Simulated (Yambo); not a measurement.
Yambo run on Cs2O (space group R-3m, No. 166). The wavefunctions are norm-conserving PBEsol (Quantum ESPRESSO, 84 Ry, scalar-relativistic) ones on a 4×4×4 mesh (12 occupied bands); a = b = c = 7.286 Å, α = β = γ = 32.71°.

Yambo input:

```
rim_cut
gw0
dyson
el_el_corr
HF_and_locXC
cohsex
em1s
RandQpts= 1000000
RandGvec= 1 Ry
EXXRLvcs= 84 Ry
VXCRLvcs= 336 Ry
Chimod= "HARTREE"
% BndsRnXs
 1 | 141 |
%
NGsBlkXs= 7 Ry
% LongDrXs
 1.0 | 1.0 | 1.0 |
%
ExtendOut
% QPkrange
 1 | 1 | 12 | 13 |
 3 | 3 | 12 | 12 |
%
```

k points by index: 1 = Γ, 3 = L.

The o-*.qp file then holds:

```
#    K-point    Band    Eo [eV]    E [eV]    E-Eo [eV]    Vxc [eV]    Vnlxc [eV]    Sc|Eo [eV]    Re(Z)    Im(Z)
#
    1    12    -0.591704    -3.056953    -2.465249    -16.91742    -21.97199    2.589320    1.000000    0.000000
    1    13    0.961131    0.213831    -0.747301    -6.627891    -3.151294    -4.223897    1.000000    0.000000
    3    12    0.000000    -2.393285    -2.393285    -17.27793    -21.94309    2.271874    1.000000    0.000000
```
(The two width columns are left out.) Convergence of these settings isn't established.

Geometry relaxed with PBEsol.
